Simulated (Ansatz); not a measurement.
**LaCoSi3: what a change of kpoints.mp_grid.shift does**

Computed with the plane-wave PAW code Ansatz (scalar-relativistic, PAW set soft_2): r2SCAN, no spin polarisation, 500 eV cutoff, k-mesh 10×10×10. These are the settings of the reference run.

Cell:

```
Co La Si
1.0
    -2.08375    2.08375    4.82101
     2.08375   -2.08375    4.82101
     2.08375    2.08375   -4.82101
Co La Si
1 1 3
Cartesian
  0.0000 0.0000 6.3838
  0.0000 0.0000 0.0467
  0.0000 0.0000 4.1021
  2.0837 0.0000 2.5196
  0.0000 2.0837 2.5196
```

The reference run of this cell is solved again as a single point with these keys changed:

| key | reference run | changed run |
| --- | --- | --- |
| kpoints.mp_grid.shift | not typed | [0.5, 0.5, 0.5] |

Problem. Does this change matter?

Solution. 

```
                                    quantity  reference run  changed run
energy, changed less reference (meV an atom)              0         -0.2
                              pressure (GPa)            0.0          0.0
                        largest force (eV/Å)           0.00         0.02
                        gap on the mesh (eV)           0.00         0.00
```

The results hardly move, so this setting matters little here, or the typed value is the one that the program takes anyway. It took 10 iterations from the trained starting density.

Caveats: a single point, atoms not relaxed again.
